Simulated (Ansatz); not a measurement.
## WS₂ — ³³S NMR of the central transition

Cell: a COD entry, its atoms then relaxed with PBE in this cell.

Space group P6_3/mmc (No. 194); a = 3.1800, c = 12.5000 Å, γ = 120.00°.

```
site  Wyckoff  site symmetry       x       y       z
   W       2c           -6m2  0.3333  0.6667  0.2500
   S       4f            3m.  0.3333  0.6667  0.6245
```

One atom of each set is listed.

Level of theory: DFT, LDA, plane waves and PAW, scalar-relativistic, collinear spin, 420 eV cutoff, Γ-centred 11×11×3 k-points, Fermi–Dirac smearing 0.02 eV (Ansatz 0.2.0). Start moments as typed (μB): 2 on each W, none on the rest.

³³S has I = 3/2 and Q = -69.40 mb (Pyykkö 2018); at 14.1 T its Larmor frequency is ν₀ = 46.1 MHz. Only the quadrupole interaction is simulated: positions count from each site's isotropic chemical shift, and shift anisotropy, dipolar and J coupling are left out.

(1) What does the ³³S spectrum (static powder) show for each site?

## Answers

(1) 

```json
{"site": "S", "first shell": "3 W at 2.41 Å; also 7 S at 3.14–3.18 Å", "C_Q (MHz)": "7.75", "η": "0.00", "P_Q (MHz)": "7.75", "δ_QIS (ppm)": "-706", "breadth (kHz)": "170"}
```

δ_QIS = −(ν_Q²/30ν₀²)[I(I+1) − 3/4](1 + η²/3) × 10⁶ ppm with ν_Q = 3|C_Q|/[2I(2I−1)]; it falls as 1/B₀² in ppm, and the breadth as 1/B₀ in kHz.

An axis of threefold or higher order runs through S, so V_zz lies along it and η is zero.

At this cell the LDA pressure is -6 GPa, so with LDA the cell would shrink if it were relaxed. The largest force is 0.5 eV/Å, so the atoms aren't at the calculated equilibrium and relaxing them would move these values. Without spin–orbit coupling the gradients at and beside W can be off by some per cent, at some sites by more. The start moments die out, and the run ends without spin.
